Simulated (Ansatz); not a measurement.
Starting cell, InAs (zinc blende):

```yaml
crystal:
  lattice:
    - [0.00000, 3.09316, 3.09316]
    - [3.09316, 0.00000, 3.09316]
    - [3.09316, 3.09316, 0.00000]
  atoms:
    - { symbol: As, position: [0.75000, 0.75000, 0.75000] }
    - { symbol: In, position: [0.00000, 0.00000, 0.00000] }
```

Scan: atom 2 (In, nearest neighbour As at 2.679 Å; its periodic images, 4.4 Å or more away, move with it) is displaced along Cartesian x, direction (1.000, 0.000, 0.000) in Cartesian axes, by s. The other atoms stay.

The numbers are results of PBE (plane waves to 420 eV, PAW, scalar-relativistic; Ansatz, an electronic-structure program), not measurements. k mesh 8×8×8 (Γ-centred), Fermi-Dirac smearing 0.05 eV. The energy includes the smearing's −TS. With partly filled bands, energies and forces of such displacements shift with the k mesh and the smearing. At this level the bands of InAs touch or barely overlap; measurements give the solid a gap. InAs was relaxed with its symmetry unable to fall. ΔE is measured from the undisplaced structure.

Successive frames, forces in eV/Å:

```
frame         ΔE (meV/cell)                F on As1               F on In2
------------  -------------  ----------------------  ---------------------
s = -0.640 Å           1183  (-3.201, 0.000, 0.000)  (3.201, 0.000, 0.000)
s = -0.480 Å            706  (-2.711, 0.000, 0.000)  (2.711, 0.000, 0.000)
s = -0.320 Å            328  (-1.980, 0.000, 0.000)  (1.980, 0.000, 0.000)
```

Question: What are the energy and the forces in the next frame, s = -0.160 Å?

Answer: ΔE (meV/cell) = 84.

```
atom      Fx     Fy     Fz
----  ------  -----  -----
As1   -1.044  0.000  0.000
In2    1.044  0.000  0.000
```

(For displaced atoms, the force is minus the slope of the energy, and its curvature is a force constant, which sets phonon frequencies.)
